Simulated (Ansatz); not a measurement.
AlSiMo₆ in space group Pm-3 (No. 200; Al on 1b, Si on 1a, Mo on 6f), r²SCAN in the plane-wave PAW code Ansatz, all energies at zero smearing, with the estimated change up to a 700 eV cutoff added, with one set of potentials and settings (totals compare only within such a set). Cell of 8 atoms (1 Al, 1 Si, 6 Mo): -30987.634 eV.

```tsv
element	reference phase	E (eV/atom)
Al	Fm-3m, 1 atoms in the cell	-540.4106
Si	Fd-3m, 2 atoms in the cell	-639.0665
Mo	Im-3m, 1 atoms in the cell	-4967.6249
```

Formation energy per atom, worked out: (-30987.634 − 1×(-540.4106) − 1×(-639.0665) − 6×(-4967.6249))/8 = -0.301 eV/atom (-29 kJ per mol of atoms), at 0 K, without zero-point energy or fitted corrections.

The workflow started from a Materials Project entry (that database holds measured and hypothetical structures alike); the Crystallography Open Database copy checked does not list it. With Al and Si taken as one species the cell has the higher symmetry Pm-3n, so it may be an ordered model of a mixed-site phase. Its standing as an ambient phase is unchecked. The r²SCAN relaxation kept the symmetry of its start; its stability against distortions is not shown here. The run is not spin-polarised. The references are the lowest solids computed at this level, not always the standard phases.

Potentials: the earlier of the program's two PAW sets.
